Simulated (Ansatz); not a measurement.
BeSi, DFT, PBE, all-electron PAW with datasets made for the crystal, scalar-relativistic (Ansatz 0.2.0), run on 1 thread of AMD EPYC (Zen 3) on a shared host.

The cell was built from the L10 type and relaxed in the same program; it needn't be a known or the stable phase. The listed cell was then made from it by scaling, straining or moving an atom.

Command: `ansatz run input.yaml --threads 1 --pin off --max-ram 2048MiB --backend cpu --events-out ev --progress --plain --runs-dir out`

```yaml
crystal:
  lattice:
    - [2.5181832343, 0.0, 0.0]
    - [0.0, 2.5181832343, 0.0]
    - [0.0, 0.0, 3.5222731301]
  atoms:
    - { symbol: Be, position: [0.0, 0.0, 0.0] }
    - { symbol: Si, position: [0.5, 0.5, 0.5] }
kpoints:
  mp_grid: { grid: [14, 14, 11] }
scf:
  occupations: { method: fermi_dirac, width: 0.05 }
hamiltonian:
  xc: pbe
  pseudopotentials: { kind: all_electron, datasets: crystal }
output:
  forces: true
  stress: true
  eigenvalues: true
  efg: { contact_densities: true }
```

(1) How large is the problem that the program sets up?

(2) About how long does it take, and how much memory does it use?

(3) And the same cell and mesh by full-potential LAPW, asked for forces, stress, eigenvalues, on the same hardware?

(4) And the same cell and mesh by PAW (frozen-core files), asked for forces, stress, eigenvalues, efg, on the same hardware?

## Answers

(1) 216 irreducible k-points, 129 plane waves at Γ, 9 bands.

(2) 20 s of wall time for 7 SCF iterations, with a peak of 0.39 GiB. Times on shared machines scatter by tens of per cent.

(3) 27 s, peak memory 0.34 GiB.

(4) 12 s, peak memory 0.37 GiB.
